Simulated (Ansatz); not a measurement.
Put MgBr₄ in R-3m (No. 166): Mg on 3a; Br on 9d and 3b.

All numbers below come from DFT PBE, scalar-relativistic, plane waves, PAW in Ansatz 0.2.0. Cutoff 420 eV, Γ-centred mesh, Gaussian smearing, no spin polarisation.

Formation energies are uncorrected and refer to the elements' standard structures at the same level. The references include crystalline Br.

Question: Give the relaxed lattice parameters and positions.

Answer:

Space group R-3m:H (No. 166). a = 6.876 Å, b = 6.876 Å, c = 10.638 Å, α = 90.00°, β = 90.00°, γ = 120.00°
```
atom  site  symmetry       x       y       z
  Mg    3a       -3m  0.0000  0.0000  0.0000
  Br    9d      .2/m  0.1667  0.3333  0.8333
  Br    3b       -3m  0.3333  0.6667  0.1667
```

Mg has 6 Br at 2.66 Å; around Br on a site of symmetry 2/m lie 2 Mg at 2.66 Å and 6 Br at 3.44 Å; Br on a site of symmetry -3m has 6 Br at 3.44 Å (long contacts). Another local minimum with the same sites may exist.

Question: And its energy and gap?

Answer: The formation energy is −0.50 eV/atom. The gap on the 6×6×6 mesh of the 5-atom cell is 0 eV (a metal). Whether it is stable depends on the other phases of the system, which aren't compared here.

The last run used Gaussian smearing of 0.10 eV. The cell is a metal run without spin; a magnetic state may lie lower. The reference form of Br is held partly by dispersion forces, which this level lacks. A structure relaxed within its symmetry needn't be a true minimum.
